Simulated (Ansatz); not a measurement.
# WS2 with carbon replacing W: do the settings matter for the field gradients?

This input was run with Ansatz:

```yaml
crystal:
  lattice:
    - [6.36, 0.0, 0.0]
    - [-4.77, 8.261882352, 0.0]
    - [0.0, 0.0, 12.5]
  atoms:
    - { symbol: C, position: [0.1666666666, 0.2222222222, 0.25] }
    - { symbol: W, position: [0.1666666666, 0.5555555556, 0.25] }
    - { symbol: W, position: [0.1666666666, 0.8888888889, 0.25] }
    - { symbol: W, position: [0.6666666666, 0.2222222222, 0.25] }
    - { symbol: W, position: [0.6666666666, 0.5555555556, 0.25] }
    - { symbol: W, position: [0.6666666666, 0.8888888889, 0.25] }
    - { symbol: W, position: [0.3333333334, 0.1111111111, 0.75] }
    - { symbol: W, position: [0.3333333334, 0.4444444444, 0.75] }
    - { symbol: W, position: [0.3333333334, 0.7777777778, 0.75] }
    - { symbol: W, position: [0.8333333334, 0.1111111111, 0.75] }
    - { symbol: W, position: [0.8333333334, 0.4444444444, 0.75] }
    - { symbol: W, position: [0.8333333334, 0.7777777778, 0.75] }
    - { symbol: S, position: [0.1666666666, 0.2222222222, 0.625] }
    - { symbol: S, position: [0.1666666666, 0.5555555556, 0.625] }
    - { symbol: S, position: [0.1666666666, 0.8888888889, 0.625] }
    - { symbol: S, position: [0.6666666666, 0.2222222222, 0.625] }
    - { symbol: S, position: [0.6666666666, 0.5555555556, 0.625] }
    - { symbol: S, position: [0.6666666666, 0.8888888889, 0.625] }
    - { symbol: S, position: [0.3333333334, 0.1111111111, 0.125] }
    - { symbol: S, position: [0.3333333334, 0.4444444444, 0.125] }
    - { symbol: S, position: [0.3333333334, 0.7777777778, 0.125] }
    - { symbol: S, position: [0.8333333334, 0.1111111111, 0.125] }
    - { symbol: S, position: [0.8333333334, 0.4444444444, 0.125] }
    - { symbol: S, position: [0.8333333334, 0.7777777778, 0.125] }
    - { symbol: S, position: [0.1666666666, 0.2222222222, 0.875] }
    - { symbol: S, position: [0.1666666666, 0.5555555556, 0.875] }
    - { symbol: S, position: [0.1666666666, 0.8888888889, 0.875] }
    - { symbol: S, position: [0.6666666666, 0.2222222222, 0.875] }
    - { symbol: S, position: [0.6666666666, 0.5555555556, 0.875] }
    - { symbol: S, position: [0.6666666666, 0.8888888889, 0.875] }
    - { symbol: S, position: [0.3333333334, 0.1111111111, 0.375] }
    - { symbol: S, position: [0.3333333334, 0.4444444444, 0.375] }
    - { symbol: S, position: [0.3333333334, 0.7777777778, 0.375] }
    - { symbol: S, position: [0.8333333334, 0.1111111111, 0.375] }
    - { symbol: S, position: [0.8333333334, 0.4444444444, 0.375] }
    - { symbol: S, position: [0.8333333334, 0.7777777778, 0.375] }
kpoints:
  mp_grid: { grid: [4, 3, 2] }
scf:
  occupations: { method: tetrahedron_uncorrected }
hamiltonian:
  xc: pbe
  pseudopotentials: { kind: paw }
output:
  forces: true
  stress: true
  populations: true
  efg: { quadrupole_moments_barn: { S: -0.0694 }, contact_densities: true }
```

It converged. Of its output the block on the nuclei alone is shown, without the SCF iterations, energies, forces and stress (one atom of each set, the first 14 sets):

```
--- PAW observables at the nuclei: V_zz in 10²¹ V/m², potentials from the cell's mean, atoms counted from 1 ---
  atom   1  C  V_zz =    -0.602272   η = 0.4276   by run symmetry: allowed
            electrostatic potential = -417.067521 V   contact ρ = 880.340241 e/Å³
  atom   2  W  V_zz =   -23.953440   η = 0.4544   by run symmetry: allowed
            electrostatic potential = -14804.725639 V   contact ρ = 8821993.604197 e/Å³
  atom   3  W  V_zz =   -22.976284   η = 0.4550   by run symmetry: allowed
            electrostatic potential = -14804.653806 V   contact ρ = 8821997.869977 e/Å³
  atom   4  W  V_zz =   -21.697818   η = 0.1660   by run symmetry: allowed
            electrostatic potential = -14804.612068 V   contact ρ = 8822010.958760 e/Å³
  atom   5  W  V_zz =   -23.007481   η = 0.4759   by run symmetry: allowed
            electrostatic potential = -14804.724640 V   contact ρ = 8821996.876324 e/Å³
  atom   6  W  V_zz =   -22.358741   η = 0.5259   by run symmetry: allowed
            electrostatic potential = -14804.646291 V   contact ρ = 8821999.718349 e/Å³
  atom   7  W  V_zz =   -17.918320   η = 0.0073   by run symmetry: allowed
            electrostatic potential = -14804.782194 V   contact ρ = 8821986.765840 e/Å³
  atom   8  W  V_zz =   -17.840552   η = 0.0020   by run symmetry: allowed
            electrostatic potential = -14804.775359 V   contact ρ = 8821986.651653 e/Å³
  atom   9  W  V_zz =   -17.747365   η = 0.0106   by run symmetry: allowed
            electrostatic potential = -14804.778311 V   contact ρ = 8821986.319841 e/Å³
  atom  11  W  V_zz =   -17.532170   η = 0.0099   by run symmetry: allowed
            electrostatic potential = -14804.778707 V   contact ρ = 8821986.150348 e/Å³
  atom  12  W  V_zz =   -17.655134   η = 0.0005   by run symmetry: allowed
            electrostatic potential = -14804.777097 V   contact ρ = 8821986.277035 e/Å³
  atom  13  S  V_zz =    -4.800669   η = 0.0026   by run symmetry: allowed   C_q = +8.0559 MHz
            electrostatic potential = -1637.461647 V   contact ρ = 19770.740152 e/Å³
  atom  14  S  V_zz =    -4.562221   η = 0.0024   by run symmetry: allowed   C_q = +7.6558 MHz
            electrostatic potential = -1637.432007 V   contact ρ = 19770.561779 e/Å³
  atom  15  S  V_zz =    -4.590131   η = 0.0041   by run symmetry: allowed   C_q = +7.7026 MHz
            electrostatic potential = -1637.436259 V   contact ρ = 19770.585214 e/Å³
```

Task: Can these gradients be trusted, and how do they compare with a run on standard settings?

Result: As results of these settings, within the limits told below. Against the standard input the change is `scf.occupations.width`: 0.01 → not typed; `scf.occupations.method`: fermi_dirac → tetrahedron_uncorrected. A site carries the number of its first atom; V_zz in 10²¹ V/m².

```csv
site,atom,V_zz standard,η standard,V_zz here,η here
C,1,-0.59,0.98,-0.60,0.43
W2,2,-24.2,0.45,-24.0,0.45
W3,3,-23.0,0.47,-23.0,0.45
W4,4,-22.6,0.17,-21.7,0.17
W5,5,-23.1,0.47,-23.0,0.48
W6,6,-22.5,0.46,-22.4,0.53
W11,11,-17.52,0.01,-17.53,0.01
S19,19,-3.49,0.51,-3.59,0.60
S20,20,-4.55,0.88,-4.43,0.82
S21,21,-3.98,0.21,-3.91,0.19
S22,22,-3.60,0.67,-3.70,0.70
S24,24,-4.81,0.16,-4.76,0.17
```

The largest change of V_zz is on W4, from -22.6 to -21.7. In per cent, |V_zz| changes by -4 to 0 on W, -3 to +3 on S (all sites that start above 2). Where |V_zz| stays above 0.1, η moves most on C, from 0.98 to 0.43. The table leaves out 9 of the 21 sites, with |V_zz| up to 17.92; their tensors move by 0.12 at most along any direction. The statements above cover all sites. SCF iterations: 17 and 14. New warnings: band table not solved further.

On the reference run: The run isn't spin-polarised, and a state with spin may lie lower. The defect repeats with the cell of 36 atoms, so it feels its images: sites between two images don't show the values beside a lone defect, and zeros or small values of η there can come from the images' arrangement. S and W carry a gradient in the pure host already, so the values there aren't the defect's effect alone. The defect cell has no gap above 0.1 eV on its mesh, so the values can hang on the smearing and the k-mesh. Without spin–orbit coupling the gradients at and beside W can be off by some per cent, at some sites by more. The neighbours have not yet relaxed around the defect (largest force 0.98 eV/Å), so a real crystal will differ.
